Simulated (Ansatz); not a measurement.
## Run record: bands, slopes and optics on a fine k mesh of CaO (Fm-3m)

Method: LDA, all-electron LAPW in Ansatz 0.2.0, scalar-relativistic.

Command:

```sh
ansatz run input.yaml --threads 1 --pin off --max-ram 3072MiB --backend cpu --events-out ev --progress --plain --runs-dir out
```

input.yaml:

```yaml
crystal:
  lattice:
    - [0.0, 2.4065, 2.4065]
    - [2.4065, 0.0, 2.4065]
    - [2.4065, 2.4065, 0.0]
  atoms:
    - { symbol: Ca, position: [0.0, 0.0, 0.0] }
    - { symbol: O, position: [0.5, 0.5, 0.5] }
kpoints:
  mp_grid: { grid: [8, 8, 8] }
scf:
  occupations: { method: fixed }
hamiltonian:
  xc: lda
  pseudopotentials: { kind: all_electron, lapw: { basis_error: 0.001 } }
output:
  forces: true
  stress: true
  eigenvalues: true
  eigenstates:
    nscf_kmesh: { grid: [16, 16, 16] }
    de_dk: true
    e_range: [-9, 13.48988]
  optics:
    e_range: [0, 30]
    de: 0.2
    sigma: 0.15
    bands: { spectra_wanted_up_to: 30 }
    nscf_kmesh: { grid: [16, 16, 16] }
checkpoint:
  write: ck
  write_wavefunctions: false
```

Output:

```
Warning: RAYON_NUM_THREADS=1 ignored (pool sized by the plan → 1); use --threads N
LAPW: plane waves up to 8.014 Å⁻¹, error target 1.0e-3 eV per atom; small_component_spin mean_spin; O in spheres of 1.163 Å, 6 of its electrons in bands, Dirac shells []; Ca in spheres of 1.244 Å, 18 of its electrons in bands, ...
Engine: ansatz 0.2.0, aarch64-unknown-linux-gnu
Pseudopotentials: kind: all_electron
Pseudopotential: Ca, LAPW, valence charge 18, lapw/all_electron/scalar/gaussian/Ca, Koelling and Harmon's equation, gaussian nucleus
Pseudopotential: O, LAPW, valence charge 6, lapw/all_electron/scalar/gaussian/O, Koelling and Harmon's equation, gaussian nucleus
Functional definition: SPW92
  exchange = slater_x
  correlation = pw_c
davidson cushion auto → on  (no smearing: the cushion is to keep the highest requested band from converging to the state above it; pin scf.eigensolver.cushion to override)
Crystal: 2 atoms, lattice volume = 27.873 Å³
Basis set: ecut = 244.68939009406841 eV, 259 PW (Γ), exchange–correlation at level 2
Bands: 16, of which v1, the nominal top of the filled ones, is band 12 counted from 1 (11 counted from 0)
Symmetry: 48 space group operations
Space group: Fm-3m (ITA 225), of the structure as read, at distance tolerance 3.0e-5 Å
k-points: 29 of 512
Non-local potential: Ca, projectors of the file, none
Non-local potential: O, projectors of the file, none
Initial density: superposition of atomic densities (chi_scale 0.1, normalization cell, long waves kept (reshape's long-wave potential 0.00 eV rms))
Initial wavefunctions: plane waves of lowest kinetic energy (no species holds an atomic orbital)
Functional: x = slater, c = lda
iter 1 solved again at ethr=9.47e-3 eV; its pass at ethr=1.00e-1 eV (dr2=2.27e0 eV) is discarded
SCF iter   1: F=—  HF=-20511.900082 eV  |F-HF|=—  |Δ(HF+E_count)|=         —  Δρ=7.77e-2  dr2=2.27e0  ethr=9.47e-3  ⟨swp⟩=2.0  Hψ=2958  notcnv=0
preconditioner: auto → none  [insulator: Δε(μ)=6.339 eV  Ē_g=19.001 eV  n_scr=14 (ndim 8)  ℏωp=26.3 eV  f_vac=0.000  ε∞_Penn≈2.9]
SCF iter   2: F=—  HF=-20511.369351 eV  |F-HF|=—  |Δ(HF+E_count)|=   5.31e-1  Δρ=4.20e-2  dr2=6.26e-1  ethr=9.47e-3  ⟨swp⟩=3.0  Hψ=1557  notcnv=0
SCF iter   3: F=—  HF=-20510.332034 eV  |F-HF|=—  |Δ(HF+E_count)|=    1.04e0  Δρ=1.87e-2  dr2=1.32e-1  ethr=2.61e-3  ⟨swp⟩=3.0  Hψ=1610  notcnv=0
SCF iter   4: F=—  HF=-20510.311202 eV  |F-HF|=—  |Δ(HF+E_count)|=         —  Δρ=7.22e-3  dr2=2.10e-2  ethr=5.48e-4  ⟨swp⟩=2.5  Hψ=1517  notcnv=0
the basis was enlarged: its passes take 41.0 KiB over the memory plan, 1 of 1 planned eigensolver slots
SCF iter   5: F=—  HF=-20510.300022 eV  |F-HF|=—  |Δ(HF+E_count)|=   1.12e-2  Δρ=3.95e-3  dr2=6.31e-3  ethr=8.76e-5  ⟨swp⟩=2.0  Hψ=1537  notcnv=0
iter 6 solved again at ethr=5.77e-7 eV; its pass at ethr=2.63e-5 eV (dr2=1.39e-4 eV) is discarded
SCF iter   6: F=—  HF=-20510.296117 eV  |F-HF|=—  |Δ(HF+E_count)|=   3.91e-3  Δρ=5.86e-4  dr2=1.39e-4  ethr=5.77e-7  ⟨swp⟩=2.0  Hψ=2620  notcnv=0
SCF iter   7: F=—  HF=-20510.296020 eV  |F-HF|=—  |Δ(HF+E_count)|=   9.73e-5  Δρ=5.04e-5  dr2=1.02e-6  ethr=5.77e-7  ⟨swp⟩=3.0  Hψ=1601  notcnv=0
SCF iter   8: F=—  HF=-20510.296019 eV  |F-HF|=—  |Δ(HF+E_count)|=   7.31e-7  Δρ=1.62e-6  dr2=8.14e-10  ethr=4.23e-9  ⟨swp⟩=3.0  Hψ=1634  notcnv=0
SCF iter   9: F=-20510.296019 eV  HF=-20510.296019 eV  |F-HF|=1.09e-11  |Δ(HF+E_count)|=  6.77e-10  Δρ=5.99e-8  dr2=6.77e-13  ethr=5.35e-12 (applied; sched 3.39e-12)  ⟨swp⟩=3.0  Hψ=1699  notcnv=0
SCF 1 converged in 9 iterations: F = -20510.296019 eV  dr2 = 6.77e-13
NSCF: frozen V_eff on 145 k-points
the basis was enlarged: its passes take 9.6 MiB over the memory plan, 1 of 1 planned eigensolver slots
NSCF: frozen V_eff on 145 k-points
SCF converged after 9 iterations
Free energy (F): -20510.296019 eV
Harris-Foulkes:  -20510.296019 eV  (|F-HF|=1.09e-11)
Internal energy: -20510.296019 eV  (E = F + TS)
E sigma→0 (E₀):  -20510.296019 eV
Fermi energy:    7.701145 eV
--- Per-component energies (eV) ---
  E_band       = -2788.083124
  E_kinetic    = 20631.431598
  E_xc         = -1161.278676
  E_electrostatic = -39980.448940  (all electrons and nuclei)
  E_smearing   = -0.000000  (= −TS)
  E_closure    = 0.000000  (closes the sum)
  Σ components = -20510.296019   (vs F -20510.296019, Δ=0.00e0)
  Basis errors (estimates in eV, not in F): energy 3.9e-4 per atom: plane waves 3.5e-4 (1.9e-4 summed), levels above the bands 0.0e0, relativity 5.5e-9, radial functions 4.2e-5, core shells 1.8e-7; eigenvalues (radial functions ...
--- Forces (eV/Å), atoms counted from 1 ---
  atom   1  Ca    -0.00000000     0.00000000     0.00000000
  atom   2  O      0.00000000     0.00000000     0.00000000
  max |Σ_I F_I| component: 3.47e-30 eV/Å
--- Stress (GPa, compression-positive) ---
       -7.356150       0.000000       0.000000
        0.000000      -7.356150      -0.000000
        0.000000      -0.000000      -7.356150
  P = ⅓ Tr σ = -7.3562 GPa (-73.562 kbar)
--- Fermi surface from the table of eigenstates not read: on its mesh, or on one of the eight of every second point, the electrons fill whole bands (an insulator's do; a metal wants a denser output.eigenstates.nscf_kmesh) ---
```

Self-consistency was reached.

Head of eigenstates.tsv:

```
# spin	ik	k_frac_1	k_frac_2	k_frac_3	k_cart_x_inv_ang	k_cart_y_inv_ang	k_cart_z_inv_ang	n_plane_waves	band	set	set_size	e_ev	residual_ev	de_dk_x_ev_times_ang	de_dk_y_ev_t
# format = ansatz-eigenstates/6
# source = nscf_kmesh_points
# nscf_kmesh_grid = 16 16 16
# nscf_kmesh_shift = 0 0 0
# n_kpoints = 145
# n_rows = 1011
# fermi_ev = 7.701144914107388e0
# fermi_mp_grid = 8 8 8
# fermi_mp_shift = 0 0 0
# fermi_n_kpoints = 29
# fermi_n_bands = 16
# fermi_largest_filled_residual_ev = 4.534395045876473e-6
# vbm_ev = 7.701144914107388e0
# cbm_ev = 1.1185231410013639e1
# band_edge_residuals_ev = 5.169949298207722e-7 5.098099416000385e-7
# n_electrons = 2.4e1
# occupation_method = fixed
# xc_rung = lda
# e_minus_fermi_range_ev = -9e0 1.348988e1
# overlap = augmented
# smooth_dims = 18 18 18
# scf_smooth_dims = 18 18 18
# fft_grid_basis = 1 0 0 0 1 0 0 0 1
# n_bands_solved = 19
# n_bands_printed_max = 16
# set_resolution_ev = 7.5050165308444315e-6
# degenerate_levels = group_imposed
```

### Dielectric function

Independent-particle optical response of a crystal from Kohn-Sham bands on the fine mesh, no local fields or excitons; Cartesian axes as in the input.

| Property | Result |
| --- | --- |
| Fine mesh | 16, 16, 16 |
| Line width | 0.15 eV |
| Further gaussian width | 0.3 eV |

```csv
photon energy (eV),dielectric real xx,dielectric imag xx
0.6,4.048,0
1.2,4.109,0
1.8,4.221,0
2.4,4.407,0
3,4.732,0.003
3.6,5.422,0.198
4.2,5.944,1.242
4.8,5.664,2.233
5.4,5.201,2.857
6,4.608,3.341
6.6,4.128,3.408
7.2,4.117,3.535
7.8,4.131,4.553
8.4,2.642,5.405
9,2.03,5.315
9.6,-0.195,6.103
10.2,-1.939,3.726
10.8,-1.645,2.104
11.4,-1.058,0.859
12,-0.101,0.427
12.6,0.475,0.4
13.2,0.885,0.378
13.8,1.362,0.479
14.4,1.79,1.115
15,1.106,1.572
15.6,0.877,1.192
16.2,0.952,1.086
16.8,0.914,1.01
17.4,0.996,0.885
18,1.145,0.986
18.6,0.848,1.031
19.2,0.887,0.689
19.8,1.056,0.573
20.4,1.224,0.555
21,1.366,0.471
21.6,1.694,0.504
22.2,1.918,0.788
22.8,1.963,1.03
23.4,2.022,1.266
24,2.01,1.647
24.6,1.705,1.836
25.2,1.743,1.899
25.8,1.699,2.281
26.4,1.615,2.894
27,0.35,3.669
27.6,-0.759,2.742
28.2,-1.022,2.075
28.8,-1.049,1.308
29.4,-0.817,0.944
30,-0.702,0.713
```

**Optical peaks**

Highest local maxima between 0.6 eV and the top less 1.5 eV.

- Fine mesh: 16, 16, 16
- Window top: 30 eV
- Line width: 0.15 eV
- Further gaussian width: 0.3 eV
- Highest loss peak energy x: 12.11 eV
- Highest loss peak height x: 2.273
- Highest eps2 peak energy x: 9.471 eV
- Highest eps2 peak height x: 6.169
- Dielectric electronic (x, y, z): 4.024, 4.024, 4.024
- Refractive index at 1 eV, x-polarised: 2.021
- Refractive index at 2 eV, x-polarised: 2.067

**Optical constants**

Normal incidence from vacuum, light polarised along x.

```
Fine mesh              : 16, 16, 16
Line width             : 0.15 eV
Further gaussian width : 0.3 eV
```

```
photon energy (eV)  refractive index  extinction  reflectivity  loss function  absorption (×10⁵ cm⁻¹)
               1.2             2.027           0        0.1151              0                       0
               2.4             2.099           0        0.1258              0                       0
               3.6             2.329       0.043        0.1595         0.0067                   0.155
               4.8             2.424       0.461        0.1877         0.0602                    2.24
                 6             2.269       0.736        0.1917         0.1031                   4.476
               7.2             2.184       0.809        0.1906           0.12                   5.905
               8.4             2.081       1.299        0.2554         0.1493                   11.06
               9.6             1.719       1.775        0.3478         0.1637                   17.27
              10.8             0.716       1.469        0.4387         0.2949                   16.08
                12             0.411        0.52        0.2731          2.217                   6.321
              13.2             0.961       0.197        0.0103         0.4081                   2.631
              14.4             1.396       0.399        0.0536         0.2508                   5.829
              15.6             1.086       0.549        0.0664         0.5441                   8.679
              16.8             1.067       0.473        0.0508         0.5444                   8.061
                18             1.152       0.428        0.0428         0.4319                   7.804
              19.2             1.003       0.344        0.0286          0.546                   6.685
              20.4             1.133       0.245        0.0168         0.3075                   5.065
              21.6             1.316       0.191        0.0252         0.1613                   4.192
              22.8             1.446       0.356        0.0533         0.2095                   8.232
                24             1.518       0.543        0.0848         0.2439                    13.2
              25.2              1.47       0.646        0.0979         0.2858                    16.5
              26.4              1.57       0.922        0.1575         0.2635                   24.66
              27.6             1.021       1.342        0.3061         0.3388                   37.55
              28.8              0.56       1.167          0.41         0.4652                   34.08
                30             0.386       0.923        0.4429         0.7118                   28.06
```

Keep in mind: semilocal gaps are low, and what follows the gap (onsets, screening, light masses) shifts with it; spectra summed at the mesh points alone.

Cost: 68 s on 1 thread of Arm Neoverse V1, with other jobs on the host, peak memory 0.31 GiB.
